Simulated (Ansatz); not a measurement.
The cell below belongs to a search over invented structures; it isn't taken from experiment.

Input and command of a plane-wave DFT calculation in Ansatz:

```yaml
crystal:
  lattice:
    - [3.9440287819, 0.0, 0.0]
    - [0.0, 3.9213973666, 0.0]
    - [0.0, 0.0, 14.0834968737]
  atoms:
    - { symbol: Al, position: [0.5, 0.0, 0.6824681104] }
    - { symbol: Al, position: [0.0, 0.5, 0.8883793912] }
    - { symbol: Al, position: [0.0, 0.5, 0.134102506] }
    - { symbol: Al, position: [0.5, 0.0, 0.1174967659] }
    - { symbol: Al, position: [0.0, 0.0, 0.5549028771] }
    - { symbol: Al, position: [0.0, 0.5, 0.4098651359] }
    - { symbol: Al, position: [0.5, 0.5, 0.5445362384] }
    - { symbol: Al, position: [0.5, 0.0, 0.4056784867] }
    - { symbol: Al, position: [0.0, 0.0, 0.2695310642] }
    - { symbol: Al, position: [0.5, 0.5, 0.2609450494] }
    - { symbol: As, position: [0.5, 0.5, 0.7893090616] }
    - { symbol: As, position: [0.0, 0.0, 0.9967853134] }
basis:
  ecutwfc: 420
kpoints:
  mp_grid: { grid: [8, 8, 4] }
hamiltonian:
  xc: pbe
scf:
  occupations: { method: gaussian, width: 0.1 }
output:
  forces: true
  stress: true
  eigenvalues: true
relax:
  adjacent_minimum: "off"
  f_tol: 0.01
  max_steps: 30
  cell: { stress_tol: 0.1, fix: [volume] }
```

```bash
ansatz run input.yaml --threads 1 --pin off --max-ram 2560MiB --backend cpu --events-out ev --progress --plain --runs-dir out
```

Processor: Intel(R) Xeon(R) Processor @ 2.50GHz (Skylake/Cascade Lake), 1 thread, on a host shared with other jobs.

Task: Estimate time, memory and problem size.

Result: About 6.3 min, peak memory 0.79 GiB. It solves 42 bands at 75 k points (after reduction by symmetry) with about 4279 plane waves, in 27 SCF iterations over 4 ionic steps.
